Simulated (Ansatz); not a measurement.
One crystal and one scan (energy over volume and axial ratio) at two levels, r2SCAN (plane waves to 500 eV, PAW, scalar-relativistic; Ansatz, an electronic-structure program) and PBE (plane waves to 420 eV, PAW, scalar-relativistic; Ansatz), each from its own relaxed cell and on its own mesh. The cell shown is that of r2SCAN.

C (diamond)

```
C
1.0
    0.00000     1.78014     1.78014
    1.78014     0.00000     1.78014
    1.78014     1.78014     0.00000
C
2
Direct
  0.50000   0.50000   0.50000
  0.75000   0.75000   0.75000
```

Grid over V/V₀ and (c/a)/(c/a)₀, subscript 0 meaning the relaxed cell; the conventional c axis lies along z; no internal relaxation.

Energies are smeared free energies. C was relaxed with its symmetry unable to fall. Percentages come from the unrounded values. Both scans cover V/V₀ from 0.920 to 1.080 and (c/a)/(c/a)₀ from 0.880 to 1.120.

Results of r2SCAN:

- Lattice constant a (Å) = 3.560
- Band gap of the relaxed cell, no spin-orbit coupling (eV) = 4.36
- Shear modulus C′ = (C11 − C12)/2 (fit, atoms clamped) (GPa) = 496

### Question
Estimate the PBE values.

### Answer
| quantity | PBE | r2SCAN − PBE |
|---|---|---|
| Lattice constant a (Å) | 3.572 | -0.012 (-0.3 %) |
| Band gap of the relaxed cell, no spin-orbit coupling (eV) | 4.13 | +0.23 (+5.7 %) |
| Shear modulus C′ = (C11 − C12)/2 (fit, atoms clamped) (GPa) | 463 | +33 (+7.0 %) |

r2SCAN gives the higher value for: band gap of the relaxed cell, no spin-orbit coupling; shear modulus C′. r2SCAN gives the lower value for: lattice constant a. Neither level is exact: the differences show how much the result hangs on the functional.

(A scan under strain: stresses follow from slopes of the energy per volume, elastic moduli from its curvatures.)
